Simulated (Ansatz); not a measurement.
Input, command and steps of an Ansatz relaxation.

```yaml
crystal:
  lattice:
    - [6.7224793371, 0.0, 0.0]
    - [-3.3612396686, 5.8218378824, 0.0]
    - [0.0, 0.0, 5.3958268949]
  atoms:
    - { symbol: Sn, position: [0.3333333333, 0.6666666667, 0.25] }
    - { symbol: Sn, position: [0.6666666667, 0.3333333333, 0.75] }
    - { symbol: Se, position: [0.833, 0.666, 0.25] }
    - { symbol: Se, position: [0.167, 0.833, 0.75] }
    - { symbol: Se, position: [0.334, 0.167, 0.25] }
    - { symbol: Se, position: [0.167, 0.334, 0.75] }
    - { symbol: Se, position: [0.833, 0.167, 0.25] }
    - { symbol: Se, position: [0.666, 0.833, 0.75] }
basis:
  ecutwfc: 420
kpoints:
  mp_grid: { grid: [3, 3, 4] }
hamiltonian:
  xc: pbe
scf:
  occupations: { method: gaussian, width: 0.1 }
  lower_state_search: "off"
output:
  forces: true
  stress: true
  eigenvalues: true
relax:
  adjacent_minimum: "off"
  f_tol: 0.04
  max_steps: 70
  cell: { stress_tol: 0.4 }
```

```bash
ansatz run input.yaml --threads 1 --pin off --max-ram 2560MiB --backend cpu --events-out ev --progress --plain --runs-dir out
```

All numbers below come from DFT PBE, scalar-relativistic, plane waves, PAW in Ansatz 0.2.0.

Of 6 frames 6 are shown, positions in Å and forces in eV/Å; the SCF threshold varies from step to step. Steps run on the plane waves of an earlier cell, with a Pulay correction in the pressure. The basis is chosen afresh for the last frame, the zero of the energies, and at times for earlier ones too; energy and pressure step there, also at an unchanged geometry.

```xyz
8
Lattice="6.7225 0.0000 0.0000 -3.3612 5.8218 0.0000 0.0000 0.0000 5.3958" Properties=species:S:1:pos:R:3:forces:R:3 pbc="T T T" step=1 free_energy_over_end_meV_per_atom=126.85 pressure_GPa=-6.24
Sn    0.0000    3.8812    1.3490    0.0000    0.0000    0.0000
Sn    3.3612    1.9406    4.0469    0.0000    0.0000    0.0000
Se    3.3612    3.8773    1.3490    0.0000   -0.3211    0.0000
Se   -1.6773    4.8496    4.0469    0.2781   -0.1606    0.0000
Se    1.6840    0.9722    1.3490    0.2781    0.1606    0.0000
Se    0.0000    1.9445    4.0469    0.0000    0.3211    0.0000
Se    5.0385    0.9722    1.3490   -0.2781    0.1606    0.0000
Se    1.6773    4.8496    4.0469   -0.2781   -0.1606    0.0000
8
Lattice="6.3944 0.0000 0.0000 -3.1972 5.5377 0.0000 0.0000 0.0000 5.2357" Properties=species:S:1:pos:R:3:forces:R:3 pbc="T T T" step=2 free_energy_over_end_meV_per_atom=31.09 pressure_GPa=-0.96
Sn    0.0000    3.6918    1.3089    0.0000    0.0000    0.0000
Sn    3.1972    1.8459    3.9268    0.0000    0.0000    0.0000
Se    3.1972    3.6394    1.3089    0.0000   -0.1705    0.0000
Se   -1.5532    4.5886    3.9268    0.1477   -0.0853    0.0000
Se    1.6440    0.9492    1.3089    0.1477    0.0853    0.0000
Se    0.0000    1.8983    3.9268    0.0000    0.1705    0.0000
Se    4.7504    0.9492    1.3089   -0.1477    0.0853    0.0000
Se    1.5532    4.5886    3.9268   -0.1477   -0.0853    0.0000
8
Lattice="6.1637 0.0000 0.0000 -3.0819 5.3380 0.0000 0.0000 0.0000 5.3901" Properties=species:S:1:pos:R:3:forces:R:3 pbc="T T T" step=3 free_energy_over_end_meV_per_atom=8.48 pressure_GPa=2.76
Sn    0.0000    3.5586    1.3475    0.0000    0.0000    0.0000
Sn    3.0819    1.7793    4.0426    0.0000    0.0000    0.0000
Se    3.0819    3.4348    1.3475    0.0000    0.1515    0.0000
Se   -1.4337    4.3864    4.0426   -0.1312    0.0758    0.0000
Se    1.6482    0.9516    1.3475   -0.1312   -0.0758    0.0000
Se    0.0000    1.9031    4.0426    0.0000   -0.1515    0.0000
Se    4.5156    0.9516    1.3475    0.1312   -0.0758    0.0000
Se    1.4337    4.3864    4.0426    0.1312    0.0758    0.0000
8
Lattice="6.2393 0.0000 0.0000 -3.1197 5.4034 0.0000 0.0000 0.0000 5.4460" Properties=species:S:1:pos:R:3:forces:R:3 pbc="T T T" step=4 free_energy_over_end_meV_per_atom=0.89 pressure_GPa=0.29
Sn    0.0000    3.6023    1.3615    0.0000    0.0000    0.0000
Sn    3.1197    1.8011    4.0845    0.0000    0.0000    0.0000
Se    3.1197    3.4926    1.3615    0.0000   -0.0448    0.0000
Se   -1.4649    4.4480    4.0845    0.0388   -0.0224    0.0000
Se    1.6548    0.9554    1.3615    0.0388    0.0224    0.0000
Se    0.0000    1.9108    4.0845    0.0000    0.0448    0.0000
Se    4.5845    0.9554    1.3615   -0.0388    0.0224    0.0000
Se    1.4649    4.4480    4.0845   -0.0388   -0.0224    0.0000
8
Lattice="6.2251 0.0000 0.0000 -3.1125 5.3911 0.0000 0.0000 0.0000 5.5213" Properties=species:S:1:pos:R:3:forces:R:3 pbc="T T T" step=5 free_energy_over_end_meV_per_atom=-0.30 pressure_GPa=0.11
Sn    0.0000    3.5941    1.3803    0.0000    0.0000    0.0000
Sn    3.1125    1.7970    4.1410    0.0000    0.0000    0.0000
Se    3.1125    3.4711    1.3803    0.0000   -0.0099    0.0000
Se   -1.4498    4.4311    4.1410    0.0086   -0.0050    0.0000
Se    1.6628    0.9600    1.3803    0.0086    0.0050    0.0000
Se    0.0000    1.9200    4.1410    0.0000    0.0099    0.0000
Se    4.5623    0.9600    1.3803   -0.0086    0.0050    0.0000
Se    1.4498    4.4311    4.1410   -0.0086   -0.0050    0.0000
8
Lattice="6.2251 0.0000 0.0000 -3.1125 5.3911 0.0000 0.0000 0.0000 5.5213" Properties=species:S:1:pos:R:3:forces:R:3 pbc="T T T" step=6 free_energy_over_end_meV_per_atom=0.00 pressure_GPa=0.11
Sn    0.0000    3.5941    1.3803    0.0000    0.0000    0.0000
Sn    3.1125    1.7970    4.1410    0.0000    0.0000    0.0000
Se    3.1125    3.4711    1.3803    0.0000   -0.0099    0.0000
Se   -1.4498    4.4311    4.1410    0.0085   -0.0049    0.0000
Se    1.6628    0.9600    1.3803    0.0085    0.0049    0.0000
Se    0.0000    1.9200    4.1410    0.0000    0.0099    0.0000
Se    4.5623    0.9600    1.3803   -0.0085    0.0049    0.0000
Se    1.4498    4.4311    4.1410   -0.0085   -0.0049    0.0000
```

The start puts this composition into another compound's structure type, which needn't suit it. At the end the space group is P6_3/mmc (tolerance 0.05 Å).

Time: 16 s on 1 thread of AMD EPYC 9R45 96-Core Processor (Zen 5), with other jobs on the host, peak memory 0.58 GiB.

The k mesh is coarse.